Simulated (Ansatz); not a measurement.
Structure: an ordered 6-atom cell of B3As2N on the zincblende lattice (I-4m2), at its r2SCAN minimum. Space group I-4m2 (No. 119), tetragonal; a = 3.141 Å, c = 13.282 Å in the conventional setting, 10.92 Å³ an atom. N is surrounded by 4 B at 1.78 Å; B is surrounded by 2 N at 1.78 Å and 2 As at 2.00 Å; As is surrounded by 4 B at 1.99–2.00 Å; B is surrounded by 4 As at 1.99 Å.

```xyz
6
Lattice="-1.5706 1.5706 6.6409 1.5706 -1.5706 6.6409 1.5706 1.5706 -6.6409" Properties=species:S:1:pos:R:3 pbc="T T T"
N     0.0000    0.0000    0.0000
B     0.0000    1.5706    0.8461
As    0.0000    0.0000    8.7324
B     1.5706    0.0000    3.3205
As    0.0000    0.0000    4.5494
B     0.0000    1.5706    5.7948
```

3 runs of Ansatz 0.2.0 on this cell differ in the functional (and in the settings that go with it). Levels are in eV from each run's valence top; v1 is the last filled band, c1 the first empty one.

Run A, mean stress -1.9 GPa (compression positive):

| point | v2 | v1 | c1 | c2 |
| --- | --- | --- | --- | --- |
| Γ | 0.00 | 0.00 | 1.61 | 3.76 |
| X | -5.26 | -4.94 | 2.84 | 3.40 |
| P | -5.53 | -5.07 | 3.58 | 3.67 |

Run B, mean stress -1.9 GPa (compression positive):

| point | v2 | v1 | c1 | c2 |
| --- | --- | --- | --- | --- |
| Γ | 0.00 | 0.00 | 0.92 | 3.05 |
| X | -5.22 | -4.90 | 2.15 | 2.70 |
| P | -5.48 | -5.03 | 2.88 | 2.96 |

Run C, mean stress +2.4 GPa (compression positive):

| point | v2 | v1 | c1 | c2 |
| --- | --- | --- | --- | --- |
| Γ | 0.00 | 0.00 | 0.18 | 2.15 |
| X | -4.79 | -4.49 | 1.38 | 1.97 |
| P | -5.04 | -4.63 | 2.05 | 2.22 |

Question: Match the runs to PBE, HSE06, PBE0.

Answer: A is PBE0, B is HSE06, C is PBE. In order of the gap: PBE 0.18, HSE06 0.92, PBE0 1.61 eV.

Spin-unpolarised throughout. Whether this structure exists isn't addressed.

Spin-orbit coupling is left out.

The stress of a hybrid is loosely converged in these runs.
